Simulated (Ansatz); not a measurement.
Computed with Ansatz (plane waves, PAW, 420 eV cutoff): PBE, scalar-relativistic, collinear spin, Γ-centred 8×8×8 mesh, 0.05 eV Gaussian smearing; PAW files: Ansatz's generated set soft_2.

The calculation on XFe3, where X is one element, gave:

```json
{
  "Space group": "Pm-3m (No. 221)",
  "Conventional cell": "a = 3.915 Å, b = 3.915 Å, c = 3.915 Å, α = 90.00°, β = 90.00°, γ = 90.00°",
  "Volume": "15.00 Å³/atom",
  "Band gap": "zero (metallic)",
  "Density of states at the Fermi level": "about 1 states/(eV·atom)",
  "Magnetic state": "ferromagnetic",
  "Site spin moments": "X 0.35; Fe 2.47 μB",
  "Spin moment of the cell": "7.47 μB",
  "Bader charges": "X 1.03; Fe -0.34 e",
  "f electrons (orthogonalised atomic orbitals)": "X 13.53",
  "Formation energy from the elements (0 K, uncorrected)": "0.40 eV/atom (unstable against the elements)",
  "Bulk modulus (Birch–Murnaghan)": "108 GPa"
}
```

Sites: X on 1a, Fe on 3c.

**Question.** Which element is X?
A. Er
B. Yb
C. Tm
D. Hf

**Answer.** B. X is Yb, so the compound is YbFe3.

The structure was built from a prototype; whether the compound forms in it isn't claimed.

Without a U the 4f levels of Yb lie too near the Fermi level, so their share of the states there, and what hangs on it, is overstated. For elements this heavy, spin–orbit coupling would shift levels and gaps; it isn't included here. Site moments are of spin, integrated over atomic spheres. The moments were started parallel, and the real magnetic order may be another.
